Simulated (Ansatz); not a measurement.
MgO: computed property card

MgO:
```yaml
crystal:
  lattice:
    - [3.45166, 0.00000, 0.00000]
    - [-1.72583, 2.98923, 0.00000]
    - [0.00000, 0.00000, 4.13954]
  atoms:
    - { symbol: Mg, position: [0.66667, 0.33333, 0.75000] }
    - { symbol: Mg, position: [0.33333, 0.66667, 0.25000] }
    - { symbol: O, position: [0.66667, 0.33333, 0.25000] }
    - { symbol: O, position: [0.33333, 0.66667, 0.75000] }
```

Space group P6_3/mmc (No. 194); conventional cell a = b = 3.452 Å, c = 4.140 Å, α = β = 90.00°, γ = 120.00°.

Method: the program Ansatz at the LDA level (PAW). Structure relaxed to zero pressure with the same functional. Other levels are named where they apply.

### Cell and energy

```json
{
 "volume_per_atom": "10.68 Å³",
 "density": "3.13 g/cm³",
 "Formation energy from the elements (no fitted shifts)": "-2.82 eV/atom"
}
```

### Electronic structure

```json
{
 "band_gap": "3.49 eV (direct)",
 "valence_band_maximum": "at Γ",
 "conduction_band_minimum": "at Γ",
 "electron_effective_mass": "0.35, 0.35, 0.39 mₑ (principal values)",
 "hole_effective_mass": "0.40, 2.0, 2.0 mₑ (principal values)"
}
```

### Mechanics

```json
{
 "Bulk modulus (Birch–Murnaghan fit)": "141 GPa",
 "Pressure derivative B′": "4.1",
 "Elastic constants (relaxed ions, GPa)": "C11 = 197, C12 = 137, C13 = 79.9, C33 = 287, C44 = 119",
 "mechanical_stability": "stable (all eigenvalues of C positive)",
 "hill_bulk_and_shear_moduli": "141 and 65.9 GPa",
 "Young's modulus": "171 GPa",
 "Poisson's ratio": "0.30",
 "debye_temperature_from_the_elastic_constants": "693 K"
}
```

### Dielectric response

```json
{
 "Electronic dielectric constant ε∞ (DFPT)": "3.00 (xx = yy), 3.02 (zz)",
 "Static dielectric constant ε0 (ions relaxed, cell fixed)": "5.86 (xx = yy), 9.18 (zz)",
 "Born charges (a third of the trace)": "Mg +1.84, O -1.84 e"
}
```

### Phonons

```json
{
  "Highest zone-centre frequency (without LO–TO term)": "551 cm^-1",
  "zone_centre_stability": "no imaginary mode at Γ",
  "dynamical_stability_on_the_path": "stable (no imaginary branch)",
  "zero_point_energy": "75.9 meV/atom",
  "Vibrational entropy at 300 K": "13.8 J/(K·mol of atoms)"
}
```

The first step of the workflow began from a Materials Project structure, measured or hypothetical; the Crystallography Open Database copy checked does not list it. It is not the phase usual at ambient conditions (space group No. 225). The LDA relaxation kept the symmetry of its start. The references are the lowest solids computed at this level, not always the standard phases (solids in place of the gases).

Potentials: the earlier of the program's two PAW sets. The files were generated under PBE; for other functionals the program regenerates the frozen cores, and for LDA and PBEsol the local potential too.
